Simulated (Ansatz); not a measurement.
**Ba₂SnSe₄: ¹¹⁹Sn Mössbauer parameters**

Cell: a computed structure from the Materials Project (it need not be an observed phase).

```cif
data_Ba2SnSe4
_symmetry_space_group_name_H-M 'P2_1/c'
_symmetry_Int_Tables_number 14
_cell_length_a 8.6473
_cell_length_b 9.4076
_cell_length_c 12.5785
_cell_angle_alpha 90.000
_cell_angle_beta 114.132
_cell_angle_gamma 90.000
loop_
_atom_site_label
_atom_site_type_symbol
_atom_site_symmetry_multiplicity
_atom_site_Wyckoff_symbol
_atom_site_fract_x
_atom_site_fract_y
_atom_site_fract_z
Ba1 Ba 4 e 0.9059 0.8847 0.1565
Ba5 Ba 4 e 0.5344 0.8481 0.3404
Sn Sn 4 e 0.1952 0.8135 0.5065
Se13 Se 4 e 0.2394 0.8819 0.7118
Se17 Se 4 e 0.2370 0.0201 0.3906
Se21 Se 4 e 0.9110 0.6911 0.3940
Se25 Se 4 e 0.4225 0.6302 0.5416
```

One atom of each set is listed.

Computed with Ansatz: DFT, r2SCAN, plane waves and PAW, scalar-relativistic, 500 eV cutoff, Γ-centred 4×3×3 k-points, Fermi–Dirac smearing 0.02 eV.

Isomer shifts (against SnO₂) follow from the electron density at the nucleus, δ = α(ρ − ρ₀), with α = 0.093 mm s⁻¹ a₀³ and ρ₀ = 183072.84 a₀⁻³ from a line fitted to 8 measured compounds at this level of theory (rms miss 0.14 mm/s). ΔE_Q = ½eQV_zz(1 + η²/3)^½ with Q = -0.132 b for the 23.9 keV state.

(1) Where do the absorption lines lie?

Results:

(1) Sn (4 atoms a cell): δ = 1.52, |ΔE_Q| = 0.30 mm/s, a doublet too narrow to resolve, seen as one line at 1.52 mm/s.

Without spin–orbit coupling (the program notes it for Sn) the gradients are little affected as a rule: paired runs on crystals with a gap mostly move them by under 2 % at such atoms. With these PAW files V_zz is typically within 2 to 3 % of all-electron values, but misses above 10 % occur on Sn.

Hardware: 2 threads of Intel Xeon Processor @ 2.50GHz (Skylake/Cascade Lake) (x86_64; 62 cores open to the job, memory cap 5.0 GiB, no GPU), a shared host with a load of 0.9 a core. Wall time 12 min, CPU time 23 min, peak memory 4.7 GiB.
